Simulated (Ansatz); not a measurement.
## Re, a strained cell with displaced atoms

```yaml
crystal:
  lattice:
    - [1.34915, 2.36092, -4.58324]
    - [-2.85468, 4.83224, 0.01078]
    - [1.45122, 2.43996, 4.65723]
  atoms:
    - { symbol: Re, position: [0.05556, 0.15046, 0.28513] }
    - { symbol: Re, position: [0.07945, 0.65728, 0.33422] }
    - { symbol: Re, position: [0.54869, 0.16345, 0.76432] }
    - { symbol: Re, position: [0.55136, 0.64848, 0.80032] }
    - { symbol: Re, position: [0.46021, 0.31771, 0.21080] }
    - { symbol: Re, position: [0.44960, 0.87301, 0.20444] }
    - { symbol: Re, position: [0.95266, 0.34449, 0.69854] }
    - { symbol: Re, position: [0.97438, 0.81780, 0.70710] }
```

The numbers come from plane-wave PAW DFT (Ansatz): m-r2SCAN, no spin polarisation, 500 eV, 4×4×4 (shifted by 0, 0.5, 0 steps) k points, fermi-dirac occupations (width 0.1 eV). Nothing was relaxed.

(1) Which atom feels the largest force, and which way?

(2) Is there a gap?

(3) What do density and ELF say about some of the short contacts?

(4) What does the stress say?

Origin: a strained cell with displaced atoms, so it need not be a known compound. Caveats: the k mesh is coarse if the cell is a metal; atoms or cell far from equilibrium; m-r2SCAN is r2SCAN with a changed spin dependence that lowers moments.

## Answers

(1) The largest is on Re6: 2.59 eV/Å, components (1.61, -1.99, -0.41). It makes 167° with the line to a nearest neighbour, Re5 at 2.52 Å, pointing away from it.

(2) It is a metal, with about 6.9 states/eV a cell as the mean within 0.25 eV of the Fermi level, mostly Re d (88 %).

(3) Re–Re at 2.52 Å: least valence density 0.68 e/Å³ and ELF 0.49 there. These are pseudo-fields; inside the PAW spheres they differ from the all-electron ones.

(4) The pressure is -16.5 GPa (compression positive), so with the atoms held at these fractions the cell would first shrink; the forces are large, so a full relaxation may end otherwise. The principal stresses -24.0, -15.1, -10.4 GPa differ, so its shape would change too.
